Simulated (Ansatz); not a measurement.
GeP₃:
Space group R-3m, hexagonal axes (No. 166); a = 6.9971 Å, b = 6.9971 Å, c = 9.4754 Å, α = 90.00°, β = 90.00°, γ = 120.00°

```
atom  site  symmetry       x       y       z
----  ----  --------  ------  ------  ------
Ge      6c        3m  0.0000  0.0000  0.2628
P      18h        .m  0.1589  0.3177  0.0588
```
(The calculation used a cell of 8 atoms; values per cell refer to that cell.)

Relaxed with LDA.

### Question
Tabulate the valence density and the electron localisation function along the shortest Ge–P contact (2.44 Å), LDA (plane waves, PAW; program Ansatz).

### Answer


| distance from Ge (Å) | density (e/Å³) | ELF |
|---|---|---|
| 0.24 | 28.32 | 0.01 |
| 0.37 | 12.77 | 0.04 |
| 0.49 | 4.96 | 0.12 |
| 0.61 | 2.02 | 0.25 |
| 0.73 | 1.05 | 0.37 |
| 0.86 | 0.69 | 0.44 |
| 0.98 | 0.55 | 0.52 |
| 1.10 | 0.51 | 0.64 |
| 1.22 | 0.51 | 0.77 |
| 1.34 | 0.55 | 0.84 |
| 1.47 | 0.63 | 0.89 |
| 1.59 | 0.72 | 0.90 |
| 1.71 | 0.80 | 0.89 |
| 1.83 | 0.77 | 0.80 |
| 1.95 | 0.62 | 0.50 |
| 2.08 | 0.39 | 0.09 |
| 2.20 | 0.17 | 0.00 |

The density is the valence pseudo-density with augmentation charge, so density and ELF within about 1 Å of a nucleus are not all-electron values.

The workflow started from an entry of the Crystallography Open Database (COD). Its standing as an ambient phase is unchecked. Symmetry was held in the LDA relaxation; its stability against distortions is not shown here. A crystal of weakly bound layers computed without a dispersion correction: the cell and the soft elastic constants depend strongly on that.

Potentials: the later of the program's two PAW sets.
